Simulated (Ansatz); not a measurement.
Relaxed-ion elastic tensor of BRh (CsCl type, Pm-3m) in GPa (Voigt order), plane-wave PAW r²SCAN (Ansatz code); density 9.68 g/cm³, 9.75 Å³ per atom.

```json
[
 {"": "1", "1": "620", "2": "159", "3": "159", "4": "0.0", "5": "0.0", "6": "0.0"},
 {"": "2", "1": "159", "2": "620", "3": "159", "4": "0.0", "5": "0.0", "6": "0.0"},
 {"": "3", "1": "159", "2": "159", "3": "620", "4": "0.0", "5": "0.0", "6": "0.0"},
 {"": "4", "1": "0.0", "2": "0.0", "3": "0.0", "4": "-21.1", "5": "0.0", "6": "0.0"},
 {"": "5", "1": "0.0", "2": "0.0", "3": "0.0", "4": "0.0", "5": "-21.1", "6": "0.0"},
 {"": "6", "1": "0.0", "2": "0.0", "3": "0.0", "4": "0.0", "5": "0.0", "6": "-21.1"}
]
```

Is the crystal mechanically stable?

No: the smallest eigenvalue of C is -21.1 GPa.

The cell is a constructed one: a structure type filled with these elements; neither database checked (COD, Materials Project) lists it. Its standing as an ambient phase is unchecked. The cell was relaxed with r²SCAN under the symmetry of its start. At this level the phase is mechanically unstable. The run is not spin-polarised. As this level gives no gap, shear constants depend on the k-mesh and smearing (Fermi–Dirac, 0.1 eV here).

Potentials: the earlier of the program's two PAW sets. The files were generated under PBE; for other functionals the program regenerates the frozen cores, and for LDA and PBEsol the local potential too.
